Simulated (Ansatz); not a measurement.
Relaxed InP (zinc blende):

```
InP
1.0
    0.00000     5.90731     5.90731
    2.95366     2.95366     5.90731
    2.95366     2.95366     0.00000
P In
2 2
Cartesian
  4.43048   4.43048   4.43048
  4.43048   7.38414   7.38414
  0.00000   0.00000   0.00000
  2.95366   5.90731   2.95366
```

The atoms are displaced by Q × the pattern below (from a DFPT mode at X = (0.5, 0.5, 0.0), largest move 1; Q in Å), at fixed cell. It is one choice among 2 degenerate patterns. (q is in reciprocal vectors of the primitive cell; the cell shown is doubled to hold the pattern.)

| atom | x | y | z |
|---|---|---|---|
| P1 | 0.000 | -1.000 | 0.000 |
| P2 | 0.000 | 1.000 | 0.000 |
| In3 | 0.198 | 0.000 | 0.000 |
| In4 | -0.198 | 0.000 | 0.000 |

Level of theory: r2SCAN (plane waves to 500 eV, PAW, scalar-relativistic; Ansatz, a quantum-chemistry and plane-wave program). k mesh 10×10×10 (Γ-centred), Fermi-Dirac smearing 0.05 eV. InP was relaxed with its symmetry unable to fall. The PAW data are Ansatz's earlier set. 

| Q (Å) | −dE/dQ from forces (eV/Å) |
|---|---|
| -0.280 | 7.189 |
| -0.233 | 6.001 |
| -0.187 | 4.805 |
| -0.140 | 3.606 |
| -0.093 | 2.404 |
| -0.047 | 1.202 |
| 0.000 | 0.000 |
| 0.047 | -1.202 |
| 0.093 | -2.404 |
| 0.140 | -3.606 |
| 0.187 | -4.805 |
| 0.233 | -6.001 |
| 0.280 | -7.189 |

**Question.** What harmonic wavenumber does the curvature at Q = 0 give?

**Answer.** 314 cm⁻¹. E″ = 25.76 eV/Å², M = Σ mᵢ|uᵢ|² = 70.9 u, ν̃ = 521.5·√(|E″|/M).

(A displaced cell: forces are minus the slopes of the energy, force constants its curvatures, and phonons follow from these.)
